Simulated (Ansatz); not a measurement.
Sn started on an I site in cubic perovskite CsSnI3, 40 atoms, charge −1

All numbers come from Ansatz (PAW, plane waves, no spin–orbit coupling) at the single k point (¼, ¼, ¼) without its symmetry partners. The atoms were relaxed with PBEsol in a fixed cell; other functionals are single points on those atoms unless said otherwise. The valence top and gap of the host come from its small cell on a dense mesh, with the band extrema sought between the mesh points, lined up by the mean potential, PBEsol gap 0.15 eV, HSE06 gap 0.52 eV, r²SCAN gap 0.31 eV. The charge correction uses an assumed dielectric constant of 30.

Relaxed structure:

```
Cs Sn I
1.0
    12.31446    0.00000    0.00000
     0.00000   12.31446    0.00000
     0.00000    0.00000   12.31446
Cs Sn I
8 9 23
Direct
  0.02491 0.03138 0.01955
  0.00625 0.99212 0.51738
  0.02012 0.45992 0.99584
  0.01332 0.51127 0.50152
  0.46194 0.00869 0.01902
  0.51487 0.93638 0.50321
  0.47047 0.47223 0.97912
  0.50576 0.49746 0.44390
  0.26682 0.26405 0.28701
  0.23369 0.24023 0.71481
  0.24687 0.75763 0.26028
  0.24120 0.74500 0.76068
  0.75948 0.25756 0.24442
  0.74005 0.25173 0.73735
  0.75194 0.75776 0.24671
  0.74392 0.74806 0.75711
  0.32809 0.18002 0.50436
  0.25717 0.24687 0.00089
  0.22034 0.75407 0.01148
  0.26653 0.73665 0.50957
  0.74456 0.21466 0.99205
  0.76287 0.30754 0.49210
  0.77208 0.80904 0.00341
  0.73203 0.70879 0.50458
  0.00692 0.26196 0.25306
  0.98423 0.24763 0.74754
  0.99866 0.75509 0.28646
  0.99270 0.74855 0.72914
  0.50636 0.26425 0.22864
  0.48139 0.28549 0.67729
  0.49918 0.76179 0.23668
  0.49296 0.75367 0.78398
  0.24189 0.01083 0.27986
  0.23320 0.99540 0.77141
  0.25221 0.50944 0.24751
  0.22825 0.49654 0.75164
  0.75645 0.00789 0.29545
  0.74076 0.00324 0.70565
  0.74922 0.50970 0.20414
  0.74471 0.50237 0.80059
```

Chemical potentials μ are those of reference phases of the elements at zero temperature by the same functional (the usual solids, diamond for C, grey Sn, and the molecules H2, N2, O2, F2, Cl2, Br2 and S8).

| functional | E(defect) − E(host) − Σ nμ + q·E_VBM (eV) | monopole (eV) | alignment (eV) | formation energy at E_F = VBM (eV) | moment (μB) | wall time, shared host |
| --- | --- | --- | --- | --- | --- | --- |
| PBEsol | 3.23 | 0.06 | -0.11 | 3.18 | 0 (no spin) | 17 s on NVIDIA GB200 (relaxation) |

(1) Estimate the formation energy and moment that HSE06 gives on these atoms.

(2) How does the monopole term follow by hand for this cubic cell?

HSE06 one-electron levels near the gap (the ten most localised at most), from the host's valence top, not corrected for the charge's images:

```tsv
level (eV)	spin	filling	atoms sharing it	element of the atom with most weight
-0.12	both	2.00	4.8	Sn
```

r²SCAN one-electron levels near the gap (the ten most localised at most), from the host's valence top, not corrected for the charge's images:

| level (eV) | spin | filling | atoms sharing it | element of the atom with most weight |
| --- | --- | --- | --- | --- |
| -0.10 | both | 2.00 | 5.0 | Sn |

All elements are taken at their own reference at once; growth conditions in equilibrium with the host shift these energies, by up to the host's formation enthalpy.

The ideal cubic host may itself distort, and that gain is in these energies.

One k point and a cell of this size can leave errors of several tenths of an eV in such numbers.

Answers

(1) 3.76 eV at E_F = VBM (3.81 eV before the monopole term 0.06 eV and the alignment -0.11 eV), moment 0 (no spin). r²SCAN gives 3.59 eV.

(2) q²·α·e²/(4πε₀)/(2εL) with the Madelung constant α = 2.837 and e²/4πε₀ = 14.40 eV·Å: 1 × 2.837 × 14.40 / (2 × 30 × 12.314) = 0.06 eV.
